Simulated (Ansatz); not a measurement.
## Structures of CoO: which is lowest?

Plane-wave DFT in Ansatz with scalar-relativistic PAW potentials, cutoff 420 eV, Γ-centred meshes chosen by cell and gap, Gaussian smearing with energies taken to zero width. Every cell was relaxed (cell and atoms) in a run of its own, within the symmetry of its start. Functional: LDA.

Relaxed structures (starts from databases or built by putting these elements on another compound's sites):
A. P6_3mc, 4 atoms in the computed cell, a = 2.652 Å, c = 5.907 Å; sites (symmetry × multiplicity) Co 3m. × 2, O 3m. × 2; start: database
B. Fm-3m, 2 atoms in the computed cell, a = 4.074 Å; sites (symmetry × multiplicity) Co m-3m × 4, O m-3m × 4; start: database

Problem. Rank them by energy. Could pressure change the order?

Solution.
```tsv
structure	group	E − E(lowest) (meV/atom)	V (Å³/atom)	gap on mesh (eV)
A	P6_3mc	0.0	9.00	0.00
B	Fm-3m	236	8.46	0.00
```

A is lowest, 236 meV/atom under B. B is denser by 0.54 Å³/atom, so pressure favours it: ΔE/ΔV, with ΔE in eV and 1 eV/Å³ = 160.2 GPa, gives about 70 GPa for equal enthalpy if both cells were rigid; at such pressures compression changes ΔV much, so this is a scale only. Other structures may lie lower than all of these, and vibrations aren't counted.

Magnetic cells started from one order each; another order can shift an energy by tens of meV per atom.